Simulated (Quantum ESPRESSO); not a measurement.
Band energies of ScOF

```
CELL_PARAMETERS angstrom
      5.18428     0.00000     0.00000
      0.00000     5.15595     0.00000
     -0.89897     0.00000     5.17202
ATOMIC_POSITIONS crystal
  O  0.54410 0.74629 0.01216
  O  0.45590 0.25371 0.98784
  O  0.45590 0.24629 0.48784
  O  0.54410 0.75371 0.51216
  F  0.94311 0.32531 0.65783
  F  0.05689 0.67469 0.34217
  F  0.05689 0.82531 0.84217
  F  0.94311 0.17469 0.15783
  Sc 0.69219 0.47249 0.28775
  Sc 0.30781 0.52751 0.71225
  Sc 0.30781 0.97249 0.21225
  Sc 0.69219 0.02751 0.78775
```

PBEsol (pw.x of Quantum ESPRESSO, ONCV potentials, scalar-relativistic); path ΓYHCEM1AXH1,MDZ,YD; energies in eV from the valence-band maximum.

| k (1/Å) | point | band 44 | band 45 | band 46 | band 47 | band 48 | band 49 | band 50 | band 51 |
|---|---|---|---|---|---|---|---|---|---|
| 0.00 | Γ | -0.72 | -0.54 | -0.49 | -0.15 | -0.14 | 4.60 | 4.89 | 4.95 |
| 0.40 |  | -1.14 | -1.09 | -1.02 | -0.13 | -0.07 | 4.87 | 4.88 | 5.21 |
| 0.61 | Y | -1.35 | -1.17 | -1.17 | -0.06 | -0.06 | 4.92 | 4.92 | 5.39 |
| 0.87 |  | -1.36 | -1.27 | -1.03 | -0.07 | -0.06 | 4.90 | 4.94 | 5.21 |
| 1.13 | H | -1.34 | -1.27 | -1.19 | -0.09 | -0.08 | 4.82 | 4.98 | 5.13 |
| 1.13 | C | -1.41 | -1.33 | -1.33 | -0.08 | -0.08 | 4.92 | 4.92 | 5.17 |
| 1.33 |  | -1.42 | -1.36 | -1.36 | -0.24 | -0.24 | 4.91 | 4.91 | 5.16 |
| 1.74 | E | -1.77 | -1.12 | -1.12 | -0.91 | -0.91 | 4.94 | 4.94 | 5.06 |
| 1.74 | M1 | -1.62 | -1.20 | -1.20 | -0.80 | -0.80 | 4.88 | 4.88 | 5.13 |
| 1.99 |  | -1.42 | -1.28 | -1.28 | -0.31 | -0.31 | 4.74 | 4.74 | 5.30 |
| 2.25 | A | -1.50 | -1.24 | -1.24 | -0.01 | -0.01 | 4.69 | 4.69 | 5.33 |
| 2.65 |  | -0.87 | -0.76 | -0.43 | -0.24 | -0.10 | 4.55 | 4.61 | 5.09 |
| 2.85 | X | -0.69 | -0.59 | -0.46 | -0.21 | -0.13 | 4.51 | 4.69 | 4.93 |
| 3.02 |  | -0.77 | -0.60 | -0.52 | -0.23 | -0.19 | 4.55 | 4.77 | 4.96 |
| 3.36 | H1 | -1.34 | -1.27 | -1.19 | -0.09 | -0.08 | 4.82 | 4.98 | 5.13 |
| 3.36 | M | -1.62 | -1.20 | -1.20 | -0.80 | -0.80 | 4.88 | 4.88 | 5.13 |
| 3.71 |  | -1.68 | -1.03 | -1.03 | -0.73 | -0.73 | 4.92 | 4.92 | 5.19 |
| 3.88 | D | -1.74 | -0.97 | -0.97 | -0.73 | -0.73 | 4.95 | 4.95 | 5.18 |
| 4.03 |  | -1.60 | -0.92 | -0.92 | -0.67 | -0.67 | 4.89 | 4.89 | 5.27 |
| 4.49 | Z | -1.51 | -0.94 | -0.94 | 0.00 | 0.00 | 4.73 | 4.73 | 5.45 |
| 4.49 | Y | -1.35 | -1.17 | -1.17 | -0.06 | -0.06 | 4.92 | 4.92 | 5.39 |
| 4.64 |  | -1.36 | -1.13 | -1.13 | -0.17 | -0.17 | 4.93 | 4.93 | 5.34 |
| 5.10 | D | -1.74 | -0.97 | -0.97 | -0.73 | -0.73 | 4.95 | 4.95 | 5.18 |

The PBEsol gap is indirect, 4.51 eV, from Z to X; the smallest direct gap is 4.64 eV. Another valence extremum on the path lies within 0.02 eV, too close to call.

Geometry of the Materials Project entry, not relaxed at this level.

The structure is a Materials Project entry; no match was found in the copy of COD used, and its stability was not checked.
